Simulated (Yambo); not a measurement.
## Convergence of the G0W0 gap of MgTe

G0W0@PBEsol for MgTe (zinc blende, space group F-43m, No. 216) in Yambo. Reference settings: 4×4×4 Γ-centred k mesh, bands 9 to 250 and a 8 Ry block in the screening, 250 bands in G with the Bruneval-Gonze terminator, plasmon pole fitted at 27.2 eV. The PBEsol gap Γ → Γ on this mesh is 2.07 eV; G0W0 gaps are taken between the same points.

```tsv
change from the reference	G0W0 gap Γ → Γ (eV)	shift of the valence edge (eV)
reference settings	3.67	-1.35
158 bands in W, 158 bands in G	3.65	-1.27
92 bands in G	3.67	-1.31
1 Ry block	3.31	-0.87
7 Ry block	3.67	-1.35
158 bands in G, no terminator	3.63	-1.18
```

The reference isn't shown to be the converged limit.

The standard potential for Te keeps a d shell in the valence without the s and p states of that shell. In tests on such compounds this moved G0W0 gaps by up to about 0.9 eV, so absolute quasiparticle energies here are unreliable; differences between settings are what counts.

Spin-orbit coupling is included.

Geometry relaxed with PBEsol; primitive cell a = b = c = 4.5528 Å, α = β = γ = 60.00°.

This is not the ordinary phase of the substance; no match was found in the copy of COD used, and its stability was not checked.

A shift is the quasiparticle energy of the state minus its PBEsol energy.
